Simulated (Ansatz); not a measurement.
TaNi$_{3}$ in space group I4/mmm (No. 139; Ni on 4d, Ta on 2a, Ni on 2b), r²SCAN (plane waves, PAW; program Ansatz), all energies at zero smearing, with the estimated change up to a 700 eV cutoff added, with one set of potentials and settings (totals compare only within such a set). Cell of 4 atoms (3 Ni, 1 Ta): -27481.563 eV.

```
element                             reference phase  E (eV/atom)
-------  ------------------------------------------  -----------
Ni       Fm-3m, 1 atoms in the cell, spin-polarised   -5845.2912
Ta                       Im-3m, 1 atoms in the cell   -9944.3222
```

Formation energy per atom, worked out: (-27481.563 − 3×(-5845.2912) − 1×(-9944.3222))/4 = -0.342 eV/atom (-33 kJ per mol of atoms), at 0 K, without zero-point energy or fitted corrections.

The workflow started from an entry of the Crystallography Open Database (COD), which files this formula under 2 space groups. Whether it is the stable phase at ambient conditions was not checked. The cell was relaxed with r²SCAN under the symmetry of its start; its stability against distortions is not shown here. The workflow began spin-polarised and lost its moments. The references are the lowest solids computed at this level, not always the standard phases. Scalar-relativistic: spin–orbit coupling is off unless named, which matters more the heavier the elements.

Potentials: the later of the program's two PAW sets.
